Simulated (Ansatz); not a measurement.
The relaxed structure here is a generated cell of HfO2: the first start was made by placing the elements on the sites of a structure type, and the end was not matched to a known phase here, so it may be hypothetical. Known forms of HfO2 include space group No. 14, 29, 137, 225.

The end point of a relaxation of HfO2. Space group P-3 (No. 147). Calculation: PBE (plane waves to 420 eV, PAW, scalar-relativistic; Ansatz, an electronic-structure program).

```xyz
9
Lattice="5.5817 0.0000 0.0000 -2.7909 4.8339 0.0000 0.0000 0.0000 3.4835" Properties=species:S:1:pos:R:3 pbc="T T T"
Hf     0.0000     0.0000     0.0000
Hf     2.7909     1.6113     0.9314
Hf     0.0000     3.2226     2.5521
O     -1.5283     3.3726     0.8622
O      0.6343     1.8241     0.8622
O      0.8940     4.4711     0.8622
O      4.3191     1.4613     2.6213
O      2.1566     3.0098     2.6213
O      1.8969     0.3628     2.6213
```

**Question.** What band gap does PBE give?

**Answer.** 2.43 eV, direct within 0.03 eV (at Γ) (no spin-orbit coupling).

**Question.** What is the computed smallest direct gap (PBE)?

**Answer.** 2.46 eV at Γ.

No spin polarisation in the result.

The run could not lose the symmetry of its start: the end is stationary, and may be a saddle point rather than a minimum.
